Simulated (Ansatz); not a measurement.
ScP2Au, a known structure type with other elements, at an estimated volume

```yaml
crystal:
  lattice:
    - [0.00000, 3.76255, 0.00000]
    - [3.76255, 0.00000, 0.00000]
    - [1.88127, 1.88127, -9.52202]
  atoms:
    - { symbol: Sc, position: [0.11700, 0.11700, 0.76600] }
    - { symbol: Sc, position: [0.88300, 0.88300, 0.23400] }
    - { symbol: P, position: [0.34200, 0.34200, 0.31600] }
    - { symbol: P, position: [0.65800, 0.65800, 0.68400] }
    - { symbol: Au, position: [0.75000, 0.25000, 0.50000] }
    - { symbol: Au, position: [0.25000, 0.75000, 0.50000] }
    - { symbol: P, position: [0.50000, 0.00000, 0.00000] }
    - { symbol: P, position: [0.00000, 0.50000, 0.00000] }
```

The numbers come from plane-wave PAW DFT (Ansatz): r2SCAN, no spin polarisation, 500 eV, 9×9×9 Γ-centred k points, fermi-dirac occupations (width 0.0234 eV). Nothing was relaxed.

- Stress: The pressure is 4.5 GPa (compression positive), so with the atoms held at these fractions the cell would first expand; the forces are large, so a full relaxation may end otherwise. The principal stresses 3.6, 3.6, 6.2 GPa differ, so its shape would change too.
- Charges: Bader charges in e: Sc +1.68, P -0.80 to -0.62, Au -0.26. In the mean Sc gives up most and P takes most.
- Forces: The largest is on P3 (and as large on other atoms): 1.33 eV/Å, components (0.00, 0.00, 1.33). It makes 133° with the line to a nearest neighbour, Au5 at 2.57 Å.
- Electronic structure: It is a metal, with about 1.4 states/eV a cell as the mean within 0.25 eV of the Fermi level, mostly P p (61 %) and Sc d (22 %).

Origin: a known structure type with other elements, at an estimated volume, so it need not be a known compound.
